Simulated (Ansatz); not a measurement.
CsGeI₃:
Space group R3m, hexagonal axes (No. 160); a = 8.246 Å, b = 8.246 Å, c = 10.182 Å, α = 90.00°, β = 90.00°, γ = 120.00°

```csv
atom,site,symmetry,x,y,z
I,9b,.m,0.0007,0.5003,0.0085
Cs,3a,3m,0.0000,0.0000,0.0096
Ge,3a,3m,0.0000,0.0000,0.5268
```
(The calculation used a cell of 5 atoms; values per cell refer to that cell.)

Relaxed with PBEsol. DFT-PBEsol in the program Ansatz with PAW potentials gives a gap of 0.40 eV.

Question: What gap does HSE06 give on the same cell (Ansatz, PAW)?

Answer: 0.66 eV, 0.27 eV more. The hybrid was solved on a coarser mesh and at special points; its gap is the smallest among all of these.

```json
[
 {"k": "Γ", "v1 PBEsol": "-1.73", "c1 PBEsol": "2.75", "v1 HSE06": "[?]", "c1 HSE06": "[?]"},
 {"k": "L", "v1 PBEsol": "-1.34", "c1 PBEsol": "1.14", "v1 HSE06": "[?]", "c1 HSE06": "[?]"},
 {"k": "F", "v1 PBEsol": "-0.66", "c1 PBEsol": "0.86", "v1 HSE06": "[?]", "c1 HSE06": "[?]"},
 {"k": "T", "v1 PBEsol": "0.00", "c1 PBEsol": "0.41", "v1 HSE06": "0.00", "c1 HSE06": "0.66"}
]
```

Question: Top valence (v1) and lowest conduction level (c1) in eV from each method's valence maximum (which need not be a listed point): supply the withheld HSE06 values.

Answer: 
- L, v1 HSE06: -1.64
- L, c1 HSE06: 1.44
- F, v1 HSE06: -0.81
- F, c1 HSE06: 1.14
- Γ, v1 HSE06: -2.31
- Γ, c1 HSE06: 3.33

Cost on shared cores: the PBEsol run (SCF on a 5×5×5 mesh, then bands and DOS) roughly 2.5 core-minutes, the HSE06 run (SCF on 3×3×3, then a few points) around 4 core-minutes (rough); the tasks are unlike.

The workflow started from an entry of the Crystallography Open Database (COD, 293 K). Its standing as an ambient phase is unchecked. The cell was relaxed with PBEsol under the symmetry of its start; its stability against distortions is not shown here. Scalar-relativistic: spin–orbit coupling is off unless named, which matters more the heavier the elements.

Potentials: the later of the program's two PAW sets.
